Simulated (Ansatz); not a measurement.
Ansatz (a quantum-chemistry and plane-wave program) input:

Ansatz 0.2 input:
```yaml
crystal:
  lattice:
    - [5.8136766648, 0.0, 0.0]
    - [0.0, 5.8136766648, 0.0]
    - [0.0, 0.0, 5.8136766648]
  atoms:
    - { symbol: La, position: [0.5, 0.5, 0.5] }
    - { symbol: La, position: [0.0, 0.0, 0.0] }
    - { symbol: B, position: [0.25, 0.0, 0.5] }
    - { symbol: B, position: [0.5, 0.25, 0.0] }
    - { symbol: B, position: [0.5, 0.75, 0.0] }
    - { symbol: B, position: [0.75, 0.0, 0.5] }
    - { symbol: B, position: [0.0, 0.5, 0.75] }
    - { symbol: B, position: [0.0, 0.5, 0.25] }
    - { symbol: Si, position: [0.25, 0.5, 0.0] }
    - { symbol: Si, position: [0.0, 0.25, 0.5] }
    - { symbol: Si, position: [0.0, 0.75, 0.5] }
    - { symbol: Si, position: [0.75, 0.5, 0.0] }
    - { symbol: Si, position: [0.5, 0.0, 0.75] }
    - { symbol: Si, position: [0.5, 0.0, 0.25] }
kpoints:
  mp_grid: { grid: [5, 5, 5] }
  band_path:
    path:
      - [[0.0, 0.0, 0.0], [0.0, 0.5, 0.0], [0.5, 0.5, 0.0], [0.0, 0.0, 0.0], [0.5, 0.5, 0.5], [0.0, 0.5, 0.0]]  # Γ-X-M-Γ-R-X
      - [[0.5, 0.5, 0.5], [0.5, 0.5, 0.0]]  # R-M
    npoints: 12
basis: { ecutwfc: 600, xc_grid: 2 }
hamiltonian:
  xc: pbe
  pseudopotentials: { azcp: { folder: ./paw }, kind: paw_fr }
magnetization: { noncollinear: true, spin_orbit: true }
scf:
  n_extra_bands: 28
  convergence: { dr2_threshold: 0.0000000001 }
  occupations: { method: gaussian, width: 0.05 }
output: { eigenvalues: true }
```

Output (shortened):

```
Pseudopotential: La, paw, valence charge 11
Pseudopotential: B, paw, valence charge 3
Pseudopotential: Si, paw, valence charge 4
Functional definition: PBE
non-collinear run that drives no moment, with spin-orbit …
Crystal: 14 atoms, lattice volume = 196.496 Å³
Basis set: ecut = 600 eV, 6619 PW (Γ), exchange–correlation on 96×96×96 points (8 copies of the dense FFT grid, shifted against one another)
Bands: 92, of which v1, the nominal top of the filled ones, is band 64 counted from 1 (63 counted from 0)
Symmetry: 48 space group operations + 48 with time reversal
k-points: 10 of 125
Projection manifold: j_resolved (fully-relativistic pseudo-atomic orbitals)
SCF iter   1: F=—  HF=-17267.786958 eV  |F-HF|=—  |Δ(HF+E_count)|=         —  Δρ=7.30e-2  dr2=1.76e1  dr2_m=0.00e0 (ungated)  ethr=3.10e-3  |M|=0.00e0 ∫|m|=0.00e0 μB  |m|>n=0.0e0 m-floor=0.0e0 τ_xc=0.0e0  β_m=0.30  ⟨swp⟩=7.2  Hψ=3028  notcnv=0  defer=10
preconditioner: auto → Resta (q_TF=auto, 2.263 Å⁻¹)
spin=Noncollinear: Resta preconditioning applied to the charge; magnetization (m_x, m_y, m_z) channels mix plain (no charge-response kernel on spin).
SCF iter   2: F=—  HF=-17264.467870 eV  |F-HF|=—  |Δ(HF+E_count)|=    3.32e0  Δρ=4.08e-2  dr2=5.08e0  dr2_m=0.00e0 (ungated)  ethr=3.10e-3  |M|=0.00e0 ∫|m|=0.00e0 μB  |m|>n=0.0e0 m-floor=0.0e0 τ_xc=0.0e0  β_m=0.47  ⟨swp⟩=3.6  Hψ=847  notcnv=0  defer=216
preconditioner: auto → Kerker (q_TF=auto, 2.263 Å⁻¹)
spin=Noncollinear: Kerker preconditioning applied to the charge; magnetization (m_x, m_y, m_z) channels mix plain (no charge-response kernel on spin).
SCF iter   3: F=—  HF=-17263.280050 eV  |F-HF|=—  |Δ(HF+E_count)|=    1.19e0  Δρ=1.09e-2  dr2=2.30e-1  dr2_m=0.00e0 (ungated)  ethr=3.10e-3  |M|=0.00e0 ∫|m|=0.00e0 μB  |m|>n=0.0e0 m-floor=0.0e0 τ_xc=0.0e0  β_m=0.74  ⟨swp⟩=4.4  Hψ=694  notcnv=0  defer=218
SCF iter   4: F=—  HF=-17263.280916 eV  |F-HF|=—  |Δ(HF+E_count)|=   8.66e-4  Δρ=7.30e-3  dr2=1.65e-1  dr2_m=0.00e0 (ungated)  ethr=3.60e-4  |M|=0.00e0 ∫|m|=0.00e0 μB  |m|>n=0.0e0 m-floor=0.0e0 τ_xc=0.0e0  β_m=0.61  ⟨swp⟩=4.5  Hψ=982  notcnv=0  defer=220
SCF iter   5: F=—  HF=-17263.252957 eV  |F-HF|=—  |Δ(HF+E_count)|=   2.80e-2  Δρ=3.80e-3  dr2=4.42e-2  dr2_m=0.00e0 (ungated)  ethr=2.58e-4  |M|=0.00e0 ∫|m|=0.00e0 μB  |m|>n=0.0e0 m-floor=0.0e0 τ_xc=0.0e0  β_m=0.80  ⟨swp⟩=3.8  Hψ=450  notcnv=0  defer=220
SCF iter   6: F=—  HF=-17263.243875 eV  |F-HF|=—  |Δ(HF+E_count)|=   9.08e-3  Δρ=2.99e-4  dr2=1.69e-4  dr2_m=0.00e0 (ungated)  ethr=6.91e-5  |M|=0.00e0 ∫|m|=0.00e0 μB  |m|>n=0.0e0 m-floor=0.0e0 τ_xc=0.0e0  β_m=0.90  ⟨swp⟩=4.1  Hψ=1026  notcnv=0  defer=218
SCF iter   7: F=—  HF=-17263.243930 eV  |F-HF|=—  |Δ(HF+E_count)|=   5.46e-5  Δρ=6.65e-5  dr2=1.14e-5  dr2_m=0.00e0 (ungated)  ethr=2.64e-7  |M|=0.00e0 ∫|m|=0.00e0 μB  |m|>n=0.0e0 m-floor=0.0e0 τ_xc=0.0e0  β_m=0.95  ⟨swp⟩=2.5  Hψ=717  notcnv=0  defer=214
SCF iter   8: F=—  HF=-17263.243934 eV  |F-HF|=—  |Δ(HF+E_count)|=   4.34e-6  Δρ=1.62e-5  dr2=9.99e-7  dr2_m=0.00e0 (ungated)  ethr=1.79e-8  |M|=0.00e0 ∫|m|=0.00e0 μB  |m|>n=0.0e0 m-floor=0.0e0 τ_xc=0.0e0  β_m=0.98  ⟨swp⟩=2.7  Hψ=672  notcnv=0  defer=214
SCF iter  12: F=-17263.243990 eV  HF=-17263.243990 eV  |F-HF|=3.64e-12  |Δ(HF+E_count)|=  4.00e-11  Δρ=1.82e-8  dr2=5.70e-13  dr2_m=0.00e0 (ungated)  ethr=1.00e-12  |M|=0.00e0 ∫|m|=0.00e0 μB  |m|>n=0.0e0 m-floor=0.0e0 τ_xc=0.0e0  ⟨swp⟩=14.3  Hψ=2562  notcnv=0
SCF 1 converged in 12 iterations: F = -17263.243990 eV  dr2 = 5.70e-13
NSCF: frozen V_eff on 74 k-points
SCF converged after 12 iterations
Magnetization: |M| = 0.0000 μB,  M = (+0.0000, +0.0000, +0.0000) μB
Absolute magnetization: 0.0000 μB (∫|m|)
  site 0: m = (+0.0000, +0.0000, +0.0000) μB, |m| = 0.0000 μB  (R = 1.34 Å)
  site 1: m = (+0.0000, +0.0000, +0.0000) μB, |m| = 0.0000 μB  (R = 1.34 Å)
  site 2: m = (+0.0000, +0.0000, +0.0000) μB, |m| = 0.0000 μB  (R = 0.85 Å)
  site 3: m = (+0.0000, +0.0000, +0.0000) μB, |m| = 0.0000 μB  (R = 0.85 Å)
  site 4: m = (+0.0000, +0.0000, +0.0000) μB, |m| = 0.0000 μB  (R = 0.85 Å)
  site 5: m = (+0.0000, +0.0000, +0.0000) μB, |m| = 0.0000 μB  (R = 0.85 Å)
  site 6: m = (+0.0000, +0.0000, +0.0000) μB, |m| = 0.0000 μB  (R = 0.85 Å)
  site 7: m = (+0.0000, +0.0000, +0.0000) μB, |m| = 0.0000 μB  (R = 0.85 Å)
  site 8: m = (+0.0000, +0.0000, +0.0000) μB, |m| = 0.0000 μB  (R = 0.85 Å)
  site 9: m = (+0.0000, +0.0000, +0.0000) μB, |m| = 0.0000 μB  (R = 0.85 Å)
  site 10: m = (+0.0000, +0.0000, +0.0000) μB, |m| = 0.0000 μB  (R = 0.85 Å)
  site 11: m = (+0.0000, +0.0000, +0.0000) μB, |m| = 0.0000 μB  (R = 0.85 Å)
  site 12: m = (+0.0000, +0.0000, +0.0000) μB, |m| = 0.0000 μB  (R = 0.85 Å)
  site 13: m = (+0.0000, +0.0000, +0.0000) μB, |m| = 0.0000 μB  (R = 0.85 Å)
Free energy (F): -17263.243990 eV
Harris-Foulkes:  -17263.243990 eV  (|F-HF|=3.64e-12)
Internal energy: -17263.238184 eV  (E = F + TS)
E sigma→0 (E₀):  -17263.241087 eV
Entropy (-TS):   -0.005806 eV (-0.415 meV/atom)
Fermi energy:    11.281022 eV
--- Per-component energies (eV) ---
  E_band       = 107.716121
  E_kinetic    = 907.820975
  E_local      = -654.222210  (includes V_loc(G=0)·N_el)
  E_nonlocal   = 375.271625
  E_hartree    = 237.286927
  E_xc         = -819.335257
  E_vxc        = -806.620405  (∫ρ·V_xc dr)
  E_paw        = -14394.116376  (= ΣΔE_a)
  E_vpaw       = -189.107755  (= ΣTr[D̂ρ^β])
  E_aug_tail   = 0.000050  (compensation charges beyond the density's cutoff)
  E_ewald      = -2915.943919
  E_smearing   = -0.005806  (= −TS)
  E_closure    = 0.000000  (closes the sum)
  Σ components = -17263.243990   (vs F -17263.243990, Δ=0.00e0)
  [band-id]    e_kinetic+e_local+e_nonlocal+2·e_hartree+e_vxc+e_vpaw+e_augmentation_tail = 107.716135   (vs E_band 107.716121, Δ=1.39e-5)
--- Band table (eV; the first three rows and the last of 10) ---
  k-point 0: bands = ["-22.3059", "-22.3059", "-22.2968", "-22.2968", "-7.8593", "-7.8593", "-7.7858", "-7.7858", "-5.5331", "-5.5331", "-5.5331", "-5.5331", "-5.3928", "-5.3928", "-5.3928", "-5.3928", "-2.0273", "-2.0273", "-0.0507", "-0.0507", "-0.0507", …
  k-point 1: bands = ["-22.3049", "-22.3049", "-22.2975", "-22.2975", "-7.8564", "-7.8564", "-7.7973", "-7.7973", "-5.5439", "-5.5439", "-5.5178", "-5.5178", "-5.4344", "-5.4344", "-5.4042", "-5.4042", "-1.8195", "-1.8195", "-0.1778", "-0.1778", "0.1021", …
  k-point 2: bands = ["-22.3024", "-22.3024", "-22.2996", "-22.2996", "-7.8451", "-7.8451", "-7.8227", "-7.8227", "-5.5492", "-5.5492", "-5.5096", "-5.5096", "-5.4796", "-5.4796", "-5.4362", "-5.4362", "-1.2874", "-1.2874", "-0.6426", "-0.6426", "0.5574", …
  k-point 9: bands = ["-22.3003", "-22.3003", "-22.3000", "-22.3000", "-7.8538", "-7.8538", "-7.8517", "-7.8517", "-5.5801", "-5.5801", "-5.5768", "-5.5768", "-5.4999", "-5.4999", "-5.4955", "-5.4955", "-0.1542", "-0.1542", "0.1875", "0.1875", "0.3138", …
```

Cost: about 9 core-minutes (a rough figure) on shared cores.

Space group Pm-3n. The start of the workflow was typed in or built on a structure type; neither database checked (COD, Materials Project) lists it. Its standing as an ambient phase is unchecked. Symmetry was held in the PBE relaxation; whether a distortion lowers the energy is not shown.

Potentials: the earlier of the program's two PAW sets.

Ansatz is a plane-wave DFT program.
